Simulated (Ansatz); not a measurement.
Al₂Cu (Al2Cu type, space group I4/mcm)

```xyz
6
Lattice="-3.0029 3.0029 2.3949 3.0029 -3.0029 2.3949 3.0029 3.0029 -2.3949" Properties=species:S:1:pos:R:3 pbc="T T T"
Al     0.9552     3.9581     0.0000
Al     0.9552     2.0477     2.3949
Al     2.0477     0.9552     0.0000
Al     2.0477    -0.9552     2.3949
Cu     0.0000     0.0000     1.1974
Cu     0.0000     0.0000     3.5923
```

This relaxed cell (volume V₀) is scaled evenly in all directions, its shape held. The atoms relax within the cell's symmetry.

Calculation: r2SCAN (plane waves to 500 eV, PAW, scalar-relativistic; Ansatz, a first-principles code). k mesh 12×12×12 (Γ-centred), Fermi-Dirac smearing 0.05 eV. The energy includes the smearing's −TS. Stress and pressure are positive under compression. With the shape held, the modulus is that of even scaling; a crystal free to change shape is softer. Al2Cu is run without spin polarisation. Al2Cu was relaxed with its symmetry unable to fall. The zero of ΔE is the relaxed starting cell. The last digit holds for this mesh only.

```csv
V (Å³/atom),ΔE (meV/atom)
12.094,180.5
12.477,118.6
12.861,71.9
13.245,38.4
13.629,16.2
14.013,3.9
14.397,0.0
14.781,3.5
15.165,13.2
15.549,28.4
15.933,withheld
16.317,71.9
16.701,99.1
```

Task: Fit a third-order Birch-Murnaghan form (E₀, V₀, B₀, B₀′ free) to the given rows and predict ΔE at V = 15.933.

Result: Least squares on the 12 given rows: ΔE = E₀ + (9V₀B₀/16)·y²·[2 + (B₀′ − 4)y], y = (V₀/V)^(2/3) − 1, with V₀ = 14.400 Å³/atom, B₀ = 113.5 GPa (160.2 GPa = 1 eV/Å³; the term in eV is multiplied by 1000), B₀′ = 4.54, E₀ = 0.09 meV/atom; root-mean-square residual 0.07 meV/atom. At 15.933 the fit gives 48.0 meV/atom; the calculation gives 48.2 meV/atom, so the interpolation is off by -0.2 (-0.4 %). For the pressure the fit gives -9.1 GPa against the computed -9.1 GPa.

(Under strain, the slope of the energy per volume gives the stress and its curvature an elastic modulus.)
